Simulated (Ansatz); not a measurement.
# Cu$_{3}$Pd under compression and expansion

```yaml
crystal:
  lattice:
    - [3.69700, 0.00000, 0.00000]
    - [0.00000, 3.69700, 0.00000]
    - [0.00000, 0.00000, 3.65900]
  atoms:
    - { symbol: Cu, position: [0.00000, 0.50000, 0.50000] }
    - { symbol: Cu, position: [0.50000, 0.00000, 0.50000] }
    - { symbol: Cu, position: [0.50000, 0.50000, 0.00000] }
    - { symbol: Pd, position: [0.00000, 0.00000, 0.00000] }
```

The geometry is COD entry 1525112, unchecked; take it as a test cell.

Spin polarisation is left out, and whether a magnetic state lies lower isn't shown here.

Levels of theory: DFT, PBEsol, all-electron LAPW, scalar-relativistic (Ansatz 0.2.0); DFT, PBEsol, PAW with Ansatz's default frozen-core files, scalar-relativistic (Ansatz 0.2.0).

For LAPW: a Γ-centred 11×11×11 k mesh, Fermi–Dirac smearing of 0.05 eV, basis error target 1 meV/atom, no spin polarisation. PAW takes a cutoff of 420 eV at this cell (files made with PBE, cores remade for this functional). The Ansatz runs share mesh, smearing and spin set-up. Plane-wave (PAW) pressures include the program's estimate of the Pulay term.

The cell above is scaled evenly, with fractional coordinates and shape held.

```json
{"V/V(cell)": "0.9400", "V (Å³/atom)": "11.752", "P, LAPW (GPa)": "7.36", "P, PAW (GPa)": "7.37"}
{"V/V(cell)": "0.9800", "V (Å³/atom)": "12.253", "P, LAPW (GPa)": "-0.69", "P, PAW (GPa)": "-0.68"}
{"V/V(cell)": "1.0000", "V (Å³/atom)": "12.503", "P, LAPW (GPa)": "-4.02", "P, PAW (GPa)": "-4.01"}
{"V/V(cell)": "1.0100", "V (Å³/atom)": "12.628", "P, LAPW (GPa)": "-5.53", "P, PAW (GPa)": "-5.53"}
{"V/V(cell)": "1.0400", "V (Å³/atom)": "13.003", "P, LAPW (GPa)": "?", "P, PAW (GPa)": "?"}
```

Q: Fill in the row V/V(cell) = 1.0400.

A: P, LAPW (GPa) = -9.54, P, PAW (GPa) = -9.54.

Q: What do Birch–Murnaghan fits to the pressures give?

A: LAPW: V0 = 12.20 Å³/atom, B0 = 177 GPa, B0′ = 5.1; PAW: V0 = 12.21 Å³/atom, B0 = 177 GPa, B0′ = 5.1.

PAW's V0 lies 0.01 % from the all-electron value and its B0 0.0 %. With shape and internal coordinates held, B0 is an upper bound to the relaxed modulus.
